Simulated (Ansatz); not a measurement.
This guess for AlIn2Sb3 is about to be relaxed.

```xyz
6
Lattice="5.6429 0.0000 0.0000 0.0000 5.6429 0.0000 0.0000 0.0000 5.7242" Properties=species:S:1:pos:R:3 pbc="T T T"
Al    0.0000    0.0000    2.8621
In    0.0000    2.8214    2.8621
In    2.8214    0.0000    2.8621
Sb    0.0000    0.0000    0.0000
Sb    2.8214    2.8214    2.8621
Sb    2.8214    2.8214    0.0000
```

Method: DFT PBE, scalar-relativistic, plane waves, PAW (Ansatz). Cutoff 420 eV, Gaussian smearing, Γ-centred meshes. Cell and atoms relax first on a coarse mesh and then on a finer one. In between, the cell is made exact in the group found at 0.06 Å. In metals the finer mesh still leaves noise of several meV/atom or more. The steps can't lower the symmetry of their start. No spin polarisation.

A guess keeps its type if space group and coordination stay and the shape of the cell changes little (axis ratios within about 15 %, angles within 6°); the volume may change.

Question: Does it keep its structure type, or change into something else?

Answer: It keeps its type. The symmetry stays P4/mmm (No. 123). The volume per atom grows by 5.8 %, from 30.4 to 32.1 Å³. The shortest distance goes from 2.82 Å (Al–In and In–Sb) to 2.86 Å (Al–Sb and Sb–Sb). The ratio c/a of the conventional cell changes by a factor of 0.97. Counting neighbours within 15 % of an atom's shortest distance, the start has Al 6, In 4, Sb 2/6 and the end Al 6, In 4, Sb 2/6.

The zero of energy is the elements' standard structures at the same level; no fitted shifts are applied.

Question: At what energy does it end?

Answer: +0.41 eV/atom. It can't be a ground state, since the elements alone are lower.

The last run used an 8×8×8 mesh for its 6-atom cell and Gaussian smearing of 0.10 eV. Spin–orbit coupling, which can matter for Sb, is left out. A structure relaxed within its symmetry needn't be a true minimum. Another cell of AlIn2Sb3 relaxed alike, in P-6m2, lies 297 meV/atom lower, so this cell isn't the stable form at this level.

In counts of neighbours, a slash parts the counts of unlike sites.
